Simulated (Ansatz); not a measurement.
## Elastic constants of GaNi: input and output

Level of theory: Ansatz 0.2.0, DFT PBEsol, scalar-relativistic, plane waves, PAW.

Launched with:
```bash
ansatz run input.yaml --threads 1 --pin off --max-ram 3072MiB --backend cpu --events-out ev --progress --plain --runs-dir out
```

Input (bare energies are in eV):
```yaml
crystal:
  lattice:
    - [2.8744257545, 0.0, 0.0]
    - [0.0, 2.8744257545, 0.0]
    - [0.0, 0.0, 2.8744257545]
  atoms:
    - { symbol: Ga, position: [0.0, 0.0, 0.0] }
    - { symbol: Ni, position: [0.5, 0.5, 0.5] }
basis:
  ecutwfc: 420
kpoints:
  mp_grid: { grid: [14, 14, 14] }
hamiltonian:
  xc: pbesol
scf:
  occupations: { method: fermi_dirac, width: 0.15 }
output:
  forces: true
  stress: true
  eigenvalues: true
elastic:
  mode: relaxed_ion
  amplitude: 0.005
```

From the output:
```
--- Elastic constants: 2 strain directions × 4 members + reference (group order 48) ---
  dense FFT box of the reference and of every strained cell: 20×20×20
  strains applied: 11, 23; error gains: componentwise 1.00 (the most a stress slope's error grows in a printed constant), spectral 1.73 (1 for all six strains in a standard setting)
  C = ∂σ_k/∂η_j (tension-positive GPa; Voigt order 11 22 33 23 13 12):
       194.542    164.452    164.452     -0.000     -0.000     -0.000
       164.452    194.542    164.452     -0.000     -0.000     -0.000
       164.452    164.452    194.542     -0.000     -0.000     -0.000
         0.000     -0.000      0.000     93.302     -0.000      0.000
         0.000      0.000     -0.000      0.000     93.302      0.000
        -0.000      0.000     -0.000      0.000      0.000     93.302
  reference stress σ⁰ (GPa):      0.001      0.001      0.001      0.000     -0.000     -0.000
  C* (energy form; C + prestress term) asymmetry max|C*_kj − C*_jk| = 1.137e-13 GPa — a small one proves nothing (zero by symmetry where the batch's group is 432, −43m or m−3m); a large one is finite-difference/SCF noise where every solve ...
  moduli (Voigt/Reuss/Hill, GPa): K = 174.48/174.48/174.48   G = 62.00/30.29/46.14   E = 127.22   ν = 0.378
  mechanically stable: yes (min eigenvalue of sym C = 30.09 GPa)
  strain η (Voigt 11):  stress-route row diagonal C_11 = 194.54 GPa, energy-path curvature d²(F+E_count+ΔE)/dδ²/Ω₀ = 194.59 GPa
    cells at ±δ against ±2δ: C11 194.62 and 194.84 GPa, apart by 0.12 % of the column's largest entry
         δ    σ_11 (GPa) F (eV) n_scf n_hpsi n_pw
    -1.000e-2      -2.0268       -9549.0306417       8  115691    472   relax 0 steps, max|allowed force component| 6.41e-30 eV/Å
    -5.000e-3      -0.9921       -9549.0317556       5   94769    480   relax 0 steps, max|allowed force component| 3.25e-30 eV/Å
     5.000e-3       0.9540       -9549.0317670       3   79835    480   relax 0 steps, max|allowed force component| 0.00e0 eV/Å
     1.000e-2       1.8700       -9549.0307173       7   93495    482   relax 0 steps, max|allowed force component| 2.52e-29 eV/Å
  strain η (Voigt 23):  stress-route row diagonal C_44 = 93.30 GPa, energy-path curvature d²(F+E_count+ΔE)/dδ²/Ω₀ = 93.39 GPa
    cells at ±δ against ±2δ: C44 93.31 and 93.32 GPa, apart by 0.01 % of the column's largest entry
         δ    σ_23 (GPa) F (eV) n_scf n_hpsi n_pw
    -1.000e-2      -0.9332       -9549.0314311       8  173760    480   relax 0 steps, max|allowed force component| 1.82e-28 eV/Å
    -5.000e-3      -0.4665       -9549.0319489       4  147252    480   relax 0 steps, max|allowed force component| 1.03e-28 eV/Å
     5.000e-3       0.4665       -9549.0319489       4  142270    480   relax 0 steps, max|allowed force component| 6.44e-29 eV/Å
     1.000e-2       0.9332       -9549.0314311       6  146693    480   relax 0 steps, max|allowed force component| 3.37e-28 eV/Å
```

The run took 79 s on 1 thread of Arm Neoverse V1 (shared host), peak memory 0.47 GiB.

In a metal, frequencies and elastic constants depend on the k mesh and the smearing, soft modes and shear constants most. Spin polarisation was left out, and a magnetic state may lie lower.